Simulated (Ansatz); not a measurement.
Data:

GePt:
```cif
data_GePt
_chemical_formula_sum 'Pt1 Ge1'
_space_group_name_H-M_alt 'Pm-3m'
_space_group_IT_number 221
_space_group_name_Hall '-P 4 2 3'
_cell_length_a 3.14250
_cell_length_b 3.14250
_cell_length_c 3.14250
_cell_angle_alpha 90.000
_cell_angle_beta 90.000
_cell_angle_gamma 90.000
loop_
_atom_site_label
_atom_site_type_symbol
_atom_site_symmetry_multiplicity
_atom_site_Wyckoff_symbol
_atom_site_fract_x
_atom_site_fract_y
_atom_site_fract_z
_atom_site_occupancy
Pt1 Pt 1 a 0.00000 0.00000 0.00000 1
Ge1 Ge 1 b 0.50000 0.50000 0.50000 1
```

This is the PBEsol-relaxed structure.

Task: All from DFT-PBEsol in the program Ansatz with PAW potentials, unless another level is named. Predict the electronic character.

Result: metallic (no gap).

Task: And the formation energy from the elements (no fitted shifts)?

Result: -0.16 eV/atom.

Task: And the density of states at the Fermi level?

Result: 0.45 states/eV per atom (mean over ±0.08 eV).

Task: Give the gap with spin–orbit coupling.

Result: none (metallic).

A made-up cell: these elements were put on the sites of a structure type; neither database checked (COD, Materials Project) lists it. COD files the formula under space group No. 62. Whether it is the stable phase at ambient conditions was not checked. Symmetry was held in the PBEsol relaxation; whether a distortion lowers the energy is not shown. The run is not spin-polarised. The references are the lowest solids computed at this level, not always the standard phases. Spin–orbit coupling is left out wherever it is not named.

Potentials: the earlier of the program's two PAW sets. The files were generated under PBE; for other functionals the program regenerates the frozen cores, and for LDA and PBEsol the local potential too.
